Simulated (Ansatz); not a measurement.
ReC:
```
CELL_PARAMETERS angstrom
      0.00000     2.15542     2.15542
      2.15542     0.00000     2.15542
      2.15542     2.15542     0.00000
ATOMIC_POSITIONS crystal
  C  0.00000 0.00000 0.00000
  Re 0.50000 0.50000 0.50000
```

Relaxed with PBEsol. Special points in fractions of this cell's reciprocal vectors: Γ (0.000, 0.000, 0.000); X (0.500, 0.000, 0.500); U (0.625, 0.250, 0.625); K (0.375, 0.375, 0.750); L (0.500, 0.500, 0.500); W (0.500, 0.250, 0.750).

**Question.** List the band energies nearest the Fermi level at these points for plane-wave PAW PBEsol with spin–orbit coupling (Ansatz code).

**Answer.** In eV from the Fermi level; about four levels below and three above (degenerate sets whole), none deeper than 8.9 eV; … stands for higher levels left out; points with the same levels are listed once.

| k | below | above |
|---|---|---|
| Γ | -1.00 -1.00 -1.00 -1.00 | … |
| X | -2.40 -2.40 -0.19 -0.19 | 0.95 0.95 1.59 1.59 |
| U | -5.32 -5.32 -2.15 -2.15 | 0.42 0.42 1.75 1.75 |
| L | -7.26 -7.26 -7.05 -7.05 | 0.03 0.03 0.12 0.12 |
| W | -0.06 -0.06 -0.03 -0.03 | 1.26 1.26 2.74 2.74 |

Space group Fm-3m (rock salt). The start of the workflow was typed in or built on a structure type; neither database checked (COD, Materials Project) lists it. Whether it is the stable phase at ambient conditions was not checked. Symmetry was held in the PBEsol relaxation. At this level the phase is mechanically unstable. The run is not spin-polarised. Its formation energy is positive at this level, so the cell may be metastable or incomplete.

Potentials: the later of the program's two PAW sets.
